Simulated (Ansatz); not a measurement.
A plane-wave DFT run in Ansatz 0.2.0 (scalar-relativistic PAW potentials unless the input names others): input and command.

```yaml
crystal:
  lattice:
    - [3.41634, 0.0, 0.0]
    - [0.0, 3.41634, 0.0]
    - [0.0, 0.0, 3.522]
  atoms:
    - { symbol: Li, position: [0.5, 0.5, 0.5], spin: 3.0 }
    - { symbol: Pb, position: [0.0, 0.0, 0.0], spin: 1.0 }
basis:
  ecutwfc: 420
kpoints:
  mp_grid: { grid: [14, 14, 14] }
hamiltonian:
  xc: pbesol
scf:
  occupations: { method: gaussian, width: 0.15 }
  eigensolver: { kind: davidson }
output:
  forces: true
  eigenvalues: true
  stress: true
magnetization:
  spin_polarized: true
```

```bash
ansatz run input.yaml --threads 1 --pin off --max-ram 1228MiB --backend cpu --events-out ev --progress --plain --runs-dir out
```

Abridged log:
```
Basis set: ecut = 420 eV, 783 PW (Γ), exchange–correlation on 48×48×48 points (8 copies of the dense FFT grid, shifted against one another)
Bands: 15, of which v1, the nominal top of the filled ones, is band 9 counted from 1 (8 counted from 0)
Symmetry: 16 space group operations
k-points: 288 of 2744
SCF iter   1: F=—  HF=-11948.410299 eV  |F-HF|=—  |Δ(HF+E_count)|=         —  Δρ=1.92e-1 (↑1.87e-1 ↓1.92e-1) dr2=3.07e-1  dr2_m=1.36e1  M=0.291 μB ∫|m|=0.304 μB  β_m=0.30  ethr=1.81e-3  ⟨swp⟩=4.0  Hψ=49667  notcnv=1
SCF iter   2: F=—  HF=-11954.674763 eV  |F-HF|=—  |Δ(HF+E_count)|=    6.26e0  Δρ=1.40e-1 (↑1.31e-1 ↓1.40e-1) dr2=2.12e-1  dr2_m=6.91e0  M=0.212 μB ∫|m|=0.217 μB  β_m=0.30  ethr=1.80e-3  ⟨swp⟩=3.3  Hψ=20258  notcnv=0  defer=63
SCF iter   3: F=—  HF=-11956.661580 eV  |F-HF|=—  |Δ(HF+E_count)|=    1.99e0  Δρ=9.64e-2 (↑9.64e-2 ↓9.58e-2) dr2=7.52e-3  dr2_m=3.48e0  M=0.157 μB ∫|m|=0.161 μB  β_m=0.30  ethr=4.36e-5  ⟨swp⟩=3.1  Hψ=39513  notcnv=0  defer=21
SCF iter   4: F=—  HF=-11957.600272 eV  |F-HF|=—  |Δ(HF+E_count)|=   9.39e-1  Δρ=6.84e-2 (↑6.74e-2 ↓6.84e-2) dr2=2.08e-3  dr2_m=1.74e0  M=0.119 μB ∫|m|=0.122 μB  β_m=0.30  ethr=4.36e-5  ⟨swp⟩=4.0  Hψ=20810  notcnv=0  defer=16
SCF iter   5: F=—  HF=-11958.057602 eV  |F-HF|=—  |Δ(HF+E_count)|=   4.57e-1  Δρ=4.81e-2 (↑4.81e-2 ↓4.80e-2) dr2=4.71e-5  dr2_m=8.70e-1  M=0.090 μB ∫|m|=0.092 μB  β_m=0.30  ethr=1.22e-5  ⟨swp⟩=4.1  Hψ=18063  notcnv=0  defer=9
SCF iter   6: F=—  HF=-11958.284943 eV  |F-HF|=—  |Δ(HF+E_count)|=   2.27e-1  Δρ=3.41e-2 (↑3.41e-2 ↓3.40e-2) dr2=1.14e-5  dr2_m=4.37e-1  M=0.068 μB ∫|m|=0.070 μB  β_m=0.30  ethr=2.77e-7  ⟨swp⟩=5.0  Hψ=21533  notcnv=0  defer=4
SCF iter   7: F=—  HF=-11958.399648 eV  |F-HF|=—  |Δ(HF+E_count)|=   1.15e-1  Δρ=2.41e-2 (↑2.41e-2 ↓2.41e-2) dr2=1.66e-6  dr2_m=2.19e-1  M=0.052 μB ∫|m|=0.053 μB  β_m=0.30  ethr=6.70e-8  ⟨swp⟩=5.0  Hψ=22105  notcnv=0  defer=1
Mixer restart at iter 7: flushing history
spin-set hold released at iteration 7 (site moments contracting): the magnetisation degrees of freedom join the quasi-Newton model from the next iteration; the mixer history was flushed
SCF iter   8: F=—  HF=-11958.457870 eV  |F-HF|=—  |Δ(HF+E_count)|=   5.82e-2  Δρ=1.71e-2 (↑1.71e-2 ↓1.71e-2) dr2=2.59e-7  dr2_m=1.10e-1  M=0.039 μB ∫|m|=0.040 μB  β_m=0.65  ethr=9.74e-9  ⟨swp⟩=5.2  Hψ=22866  notcnv=0  defer=1
SCF iter   9: F=—  HF=-11958.519114 eV  |F-HF|=—  |Δ(HF+E_count)|=   6.12e-2  Δρ=2.60e-4 (↑2.59e-4 ↓2.60e-4) dr2=5.65e-7  dr2_m=2.53e-5  M=0.004 μB ∫|m|=0.004 μB  β_m=0.82  ethr=1.53e-9  ⟨swp⟩=6.1  Hψ=30632  notcnv=0  defer=1
SCF iter  10: F=—  HF=-11958.519209 eV  |F-HF|=—  |Δ(HF+E_count)|=   9.53e-5  Δρ=8.17e-5 (↑7.39e-5 ↓8.17e-5) dr2=1.99e-7  dr2_m=2.25e-6  M=0.001 μB ∫|m|=0.002 μB  β_m=0.91  ethr=1.53e-9  ⟨swp⟩=5.0  Hψ=23543  notcnv=0  defer=2
SCF iter  11: F=—  HF=-11958.519221 eV  |F-HF|=—  |Δ(HF+E_count)|=   1.20e-5  Δρ=2.00e-5 (↑2.00e-5 ↓1.43e-5) dr2=4.29e-7  dr2_m=3.24e-8  M=0.000 μB ∫|m|=0.000 μB  β_m=0.78  ethr=1.17e-9  ⟨swp⟩=4.7  Hψ=22669  notcnv=0  defer=1
SCF iter  12: F=—  HF=-11958.519221 eV  |F-HF|=—  |Δ(HF+E_count)|=   8.93e-8  Δρ=6.91e-6 (↑5.68e-6 ↓6.91e-6) dr2=7.21e-9  dr2_m=1.35e-8  M=0.000 μB ∫|m|=0.000 μB  β_m=0.86  ethr=1.17e-9  ⟨swp⟩=3.9  Hψ=19157  notcnv=0  defer=1
SCF iter  13: F=—  HF=-11958.519221 eV  |F-HF|=—  |Δ(HF+E_count)|=   7.32e-8  Δρ=9.84e-7 (↑8.43e-7 ↓9.84e-7) dr2=1.79e-10  dr2_m=2.86e-10  M=0.000 μB ∫|m|=0.000 μB  β_m=0.83  ethr=4.24e-11  ⟨swp⟩=4.1  Hψ=19904  notcnv=0
SCF iter  14: F=-11958.519221 eV  HF=-11958.519221 eV  |F-HF|=2.36e-11  |Δ(HF+E_count)|=   1.65e-9  Δρ=1.15e-7 (↑1.15e-7 ↓1.06e-7) dr2=1.07e-12  dr2_m=4.29e-12  M=0.000 μB ∫|m|=0.000 μB  ethr=1.05e-12  ⟨swp⟩=4.3  Hψ=18677  notcnv=0
SCF 1 converged in 14 iterations: F = -11958.519221 eV  dr2 = 1.07e-12
  Residual-converged pass: ⟨swp⟩=1.1  Hψ=8671  notcnv=0  max |occ|·‖R‖ = 6.6e-6 eV (tolerance 6.7e-6 eV) dr2=1.07e-12  dr2_m=4.29e-12  dr2_onsite=4.67e-13  max |Δocc| = 1.6e-12
the search or the solves at the SCF's close seem to have found levels that the self-consistency loop had missed (the run counts 18). By its estimate they hold under 1e-12 electrons; where the run keeps them, the occupations were computed again with them
WARN: the starting moments were not kept: the SCF closed with an absolute magnetisation of 2.3e-6 μB, where they sum to 4 μB in size (2 sites). That is at most 0.1 of that sum. Measured as dr2_m measures the in/out step, that magnetisation stands 4.2e-13 eV from none, at or under the dr2_threshold of 1.0e-7 eV: it is no larger than a step whose dr2_m would equal this threshold. The system may hold no moment; this SCF shows only that its start led to no more than that. To try another start: raise the starting moments (crystal.atoms[].spin, magnetization.per_species, magnetization.initial_magnet ...
SCF converged after 14 iterations
Magnetization: 0.0000 μB (8.5000 up, 8.5000 down)
Absolute magnetization: 0.0000 μB (∫|ρ↑−ρ↓|, with the PAW one-centre terms)
Spin contamination: 0.0000 ħ² per cell (⟨S²⟩ above its minimum at these occupations)
Per-site moments (μB) at R_I (Å): [(7.78407905e-7, 1.23314806), (-2.96154491e-7, 1.23314806)]
Free energy (F): -11958.519221 eV
Harris-Foulkes:  -11958.519221 eV  (|F-HF|=2.36e-11)
Internal energy: -11958.512257 eV  (E = F + TS)
E sigma→0 (E₀):  -11958.515739 eV
Entropy (-TS):   -0.006964 eV (-3.482 meV/atom)
Fermi energy:    9.027858 eV
--- Forces (eV/Å), atoms counted from 1 ---
  atom   1  Li     0.00000000     0.00000000     0.00000000
  atom   2  Pb     0.00000000     0.00000000     0.00000000
--- Stress (GPa, compression-positive) ---
        2.589847       0.000000       0.000000
        0.000000       2.589847       0.000000
        0.000000       0.000000       1.266150
  P = ⅓ Tr σ = 2.1486 GPa (21.486 kbar)
```

Apart from outputs and empty bands, the input differs from a reference run on usual settings in magnetization: not typed → {"spin_polarized": true} (ferro starting moments); scf.eigensolver.kind: not typed → "davidson". The reference, at the same geometry (not necessarily relaxed), gave pressure 2.15 GPa, largest force 0.000 eV/Å, no gap on the mesh. This run converged in 14 SCF iterations (reference: 7) with an energy at zero smearing within 0.01 meV/atom of the reference's, pressure 2.15 GPa, largest force 0.000 eV/Å, no gap on the mesh.